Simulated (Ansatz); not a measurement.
Task: Each is relaxed and computed with r²SCAN (plane waves, PAW; program Ansatz). Which is the only metal?
A. LaSiPt, I4_1md (La on 4a, Si on 4a, Pt on 4a)
B. LaHO2, P2_1/m (La on 2e, H on 2e, O on 2e, O on 2e)
C. Cu2SiSe3, Cc (Pearson symbol mS24)
D. In2Si2O7, C2/m (Pearson symbol mS22)

Result: A, LaSiPt, I4_1md (La on 4a, Si on 4a, Pt on 4a). LaSiPt: metal; LaHO2: gap 4.40 eV (indirect); Cu2SiSe3: gap 0.68 eV (direct); In2Si2O7: gap 3.63 eV (direct). Standing as an ambient phase not checked: LaSiPt, I4_1md (La on 4a, Si on 4a, Pt on 4a); LaHO2, P2_1/m (La on 2e, H on 2e, O on 2e, O on 2e); Cu2SiSe3, Cc (Pearson symbol mS24); In2Si2O7, C2/m (Pearson symbol mS22). Perhaps ordered models of mixed-site phases: LaSiPt, I4_1md (La on 4a, Si on 4a, Pt on 4a); Cu2SiSe3, Cc (Pearson symbol mS24). All cells were relaxed under the symmetry of their starts (and spin orders); stability against distortions was not tested throughout. Rows with no word on spin ran without spin polarisation. Spin–orbit coupling is left out wherever it is not named.

Potentials: the later of the program's two PAW sets.
